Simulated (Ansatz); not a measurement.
LuCd₃:
```yaml
crystal:
  lattice:
    - [3.57081, -5.27293, 0.00000]
    - [3.57081, 5.27293, 0.00000]
    - [0.00000, 0.00000, 4.76837]
  atoms:
    - { symbol: Lu, position: [0.62872, 0.37128, 0.25000] }
    - { symbol: Lu, position: [0.37128, 0.62872, 0.75000] }
    - { symbol: Cd, position: [0.17846, 0.82154, 0.25000] }
    - { symbol: Cd, position: [0.82154, 0.17846, 0.75000] }
    - { symbol: Cd, position: [0.11656, 0.31119, 0.25000] }
    - { symbol: Cd, position: [0.88344, 0.68881, 0.75000] }
    - { symbol: Cd, position: [0.31119, 0.11656, 0.75000] }
    - { symbol: Cd, position: [0.68881, 0.88344, 0.25000] }
```

Relaxed with r²SCAN. Special points in fractions of this cell's reciprocal vectors: Γ (0.000, 0.000, 0.000); Y (-0.500, 0.500, 0.000); C0 (-0.365, 0.635, 0.000); Σ0 (0.365, 0.365, 0.000); Z (0.000, 0.000, 0.500); A0 (0.365, 0.365, 0.500); E0 (-0.365, 0.635, 0.500); T (-0.500, 0.500, 0.500); S (0.000, 0.500, 0.000); R (0.000, 0.500, 0.500).

Problem. List the band energies nearest the Fermi level at these points for r²SCAN (plane waves, PAW; program Ansatz).

Solution. In eV from the Fermi level; about four levels below and three above (degenerate sets whole), none deeper than 8.9 eV; points with the same levels are listed once.

```json
[
 {"k": "Γ", "below": "-2.93 -2.69 -1.75 -1.01", "above": "0.94 1.00 1.16"},
 {"k": "Y", "below": "-4.76 -4.76 -0.95 -0.83 -0.55", "above": "0.18 0.38 0.53"},
 {"k": "C0", "below": "-2.87 -1.51 -0.93 -0.88", "above": "0.41 0.52 0.75"},
 {"k": "Z", "below": "-1.00 -1.00 -0.75 -0.75", "above": "1.92 1.92 3.23 3.23"},
 {"k": "A0", "below": "-4.07 -4.07 -1.29 -1.29", "above": "0.50 0.50 1.23 1.23"},
 {"k": "T", "below": "-3.43 -3.43 -2.42 -2.42", "above": "0.86 0.86 1.64 1.64"},
 {"k": "S", "below": "-1.09 -0.79 -0.78 -0.55", "above": "0.40 0.66 0.93"},
 {"k": "R", "below": "-1.72 -1.72 -0.36 -0.36", "above": "1.31 1.31 2.42 2.42"}
]
```

Space group Cmcm. The workflow started from a Materials Project entry (that database holds measured and hypothetical structures alike); the Crystallography Open Database files this formula in space group No. 63, but the cells were not matched. Its standing as an ambient phase is unchecked. The r²SCAN relaxation kept the symmetry of its start; whether a distortion lowers the energy is not shown. Scalar-relativistic: spin–orbit coupling is off unless named, which matters more the heavier the elements.

Potentials: the later of the program's two PAW sets.
